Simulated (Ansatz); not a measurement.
NbP:
```yaml
crystal:
  lattice:
    - [3.10744, 0.00000, 0.00000]
    - [0.00000, 3.10744, 0.00000]
    - [0.00000, 0.00000, 3.10744]
  atoms:
    - { symbol: Nb, position: [0.00000, 0.00000, 0.00000] }
    - { symbol: P, position: [0.50000, 0.50000, 0.50000] }
```

Relaxed with r²SCAN. Special points in fractions of this cell's reciprocal vectors: Γ (0.000, 0.000, 0.000); X (0.000, 0.500, 0.000); M (0.500, 0.500, 0.000); R (0.500, 0.500, 0.500).

Task: List the band energies nearest the Fermi level at these points for DFT-r²SCAN with spin–orbit coupling in the program Ansatz with PAW potentials.

Result: In eV from the Fermi level; about four levels below and three above (degenerate sets whole), none deeper than 8.9 eV; points with the same levels are listed once.

| k | below | above |
|---|---|---|
| Γ | -3.51 -3.51 -3.51 -3.51 -0.10 -0.10 | 0.07 0.07 0.07 0.07 |
| X | -2.53 -2.53 -2.26 -2.26 | 2.53 2.53 3.64 3.64 |
| M | -0.18 -0.18 -0.12 -0.12 | 1.68 1.68 2.73 2.73 |
| R | -6.90 -6.90 -6.90 -6.90 -6.90 -6.90 | 3.39 3.39 3.85 3.85 3.85 3.85 |

Space group Pm-3m (CsCl type). The cell is a constructed one: a structure type filled with these elements; neither database checked (COD, Materials Project) lists it. COD files the formula under space group No. 141, so this cell is another polymorph or a model. Whether it is the stable phase at ambient conditions was not checked. Symmetry was held in the r²SCAN relaxation; of distortions, only those at the zone centre were tested. No spin polarisation was allowed.

Potentials: the later of the program's two PAW sets.
